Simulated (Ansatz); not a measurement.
HfO$_{2}$ in space group Pnma (No. 62; Hf on 4c, O on 4c, O on 4c), plane-wave PAW LDA (Ansatz code), all energies at zero smearing, with the estimated change up to a 700 eV cutoff added, with one set of potentials and settings (totals compare only within such a set). Cell of 12 atoms (4 Hf, 8 O): -66371.958 eV.

| element | reference phase | E (eV/atom) |
|---|---|---|
| Hf | P6_3/mmc, 2 atoms in the cell | -15476.8591 |
| O | C2/m, 4 atoms in the cell, spin-polarised | -552.6518 |

Formation energy per atom, worked out: (-66371.958 − 4×(-15476.8591) − 8×(-552.6518))/12 = -3.609 eV/atom (-348 kJ per mol of atoms), at 0 K, without zero-point energy or fitted corrections.

The workflow started from a Materials Project entry (that database holds measured and hypothetical structures alike); the Crystallography Open Database copy checked does not list it. It is not the phase usual at ambient conditions (space group No. 14, 29). Symmetry was held in the LDA relaxation; of distortions, only those at the zone centre were tested. The run is not spin-polarised. The references are the lowest solids computed at this level, not always the standard phases (solids in place of the gases). Scalar-relativistic: spin–orbit coupling is off unless named, which matters more the heavier the elements.

Potentials: the later of the program's two PAW sets.
